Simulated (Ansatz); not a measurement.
Starting structure of a cell relaxation (symmetry kept):

```xyz
4
Lattice="2.2324 1.2889 7.2283 -2.2324 1.2889 7.2283 0.0000 -2.5778 7.2283" Properties=species:S:1:pos:R:3 pbc="T T T"
In    0.0000    0.0000    0.0000
Sn    0.0000    0.0000   10.8425
Te    0.0000    0.0000   16.2447
Te    0.0000    0.0000    5.4403
```

All numbers below come from DFT r2SCAN, scalar-relativistic, plane waves, PAW (Ansatz).

Settings: cutoff 500 eV, Γ-centred mesh 12×12×12 on the computed 4-atom cell, Gaussian smearing of 0.10 eV; no spin polarisation.

Q: What does it relax to?

A: The volume goes up by 0.05 Å³/atom to 31.25 Å³/atom, and the energy falls by 0.3 meV/atom. Final structure:
```xyz
4
Lattice="2.2225 1.2831 7.3050 -2.2225 1.2831 7.3050 0.0000 -2.5663 7.3050" Properties=species:S:1:pos:R:3 pbc="T T T"
In    0.0000    0.0000    0.0000
Sn    0.0000    0.0000   10.9575
Te    0.0000    0.0000   16.4189
Te    0.0000    0.0000    5.4961
```